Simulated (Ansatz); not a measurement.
A geometry of Cu away from equilibrium: step 2 of the relaxation of a relaxed Cu cell displaced along its unstable phonon at q = (½, ½, 0) of its primitive reciprocal cell (98i cm⁻¹), largest move 0.15 Å. Method: PBEsol (plane waves to 420 eV, PAW, scalar-relativistic; Ansatz, a first-principles code). Γ-centred k-mesh 11×11×11 on the run's cell (coarser than for final values), Fermi–Dirac smearing 0.05 eV.

```yaml
crystal:
  lattice:
    - [0.00892, 5.20490, 5.19682]
    - [2.60691, 2.60691, 5.19682]
    - [2.60691, 2.60691, 0.00000]
  atoms:
    - { symbol: Cu, position: [0.97331, 0.27740, 0.30069] }
    - { symbol: Cu, position: [0.52669, 0.22401, 0.19790] }
    - { symbol: Cu, position: [0.02669, 0.97260, 0.05210] }
    - { symbol: Cu, position: [0.47331, 0.02599, 0.94931] }
```

Task: Give the Cartesian forces on all atoms (eV/Å).

Result: 
```
atom     Fx     Fy     Fz
----  -----  -----  -----
Cu1    0.44   0.13   0.10
Cu2   -0.44  -0.13   0.10
Cu3    0.13   0.44  -0.10
Cu4   -0.13  -0.44  -0.10
```

Task: What is the pressure?

Result: -0.9 GPa, compression positive.

Task: How much energy per atom can still be gained by relaxing?

Result: 1.15 eV/atom; the path ends in Fm-3m (No. 225) (fcc (Cu type)).

No spin polarisation in the result.

The run could not lose the symmetry of its start.

Of the parent cell (Fd-3m (No. 227)): it is a generated cell of Cu: the first start was made by placing the elements on the sites of a structure type, and the end was not matched to a known phase here, so it may be hypothetical. Known forms of Cu include space group No. 225.
